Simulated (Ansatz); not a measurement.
Si₂Mo, DFT, PBEsol, all-electron PAW with datasets made for the crystal, scalar-relativistic (Ansatz 0.2.0), run on 1 thread of Arm Neoverse V2 on a shared host.

The geometry is COD entry 1010282, unchecked; take it as a test cell. It is an old determination, and later ones may differ. The listed cell was then made from it by scaling, straining or moving an atom.

Command: `ansatz run input.yaml --threads 1 --pin off --max-ram 4096MiB --backend cpu --events-out ev --progress --plain --runs-dir out`

```yaml
crystal:
  lattice:
    - [-1.5892614214, 1.5892614214, 3.9041200105]
    - [1.5892614214, -1.5892614214, 3.9041200105]
    - [1.5892614214, 1.5892614214, -3.9041200105]
  atoms:
    - { symbol: Si, position: [0.333, 0.333, 0.0] }
    - { symbol: Si, position: [0.667, 0.667, 0.0] }
    - { symbol: Mo, position: [0.0, 0.0, 0.0] }
kpoints:
  mp_grid: { grid: [16, 16, 16] }
scf:
  occupations: { method: fermi_dirac, width: 0.08 }
hamiltonian:
  xc: pbesol
  pseudopotentials: { kind: all_electron, datasets: crystal }
output:
  forces: true
  stress: true
  eigenvalues: true
  efg: { contact_densities: true }
```

Question: How large is the problem that the program sets up?

Answer: 349 irreducible k-points, 455 plane waves at Γ, 11 bands.

Question: About how long does it take, and how much memory does it use?

Answer: 39 s of wall time for 9 SCF iterations, with a peak of 0.87 GiB. Times on shared machines scatter by tens of per cent.

Question: And the same cell and mesh by PAW (frozen-core files), asked for forces, stress, eigenvalues, efg, write_density, write_potential, elf, on the same hardware?

Answer: 20 s, peak memory 0.48 GiB.
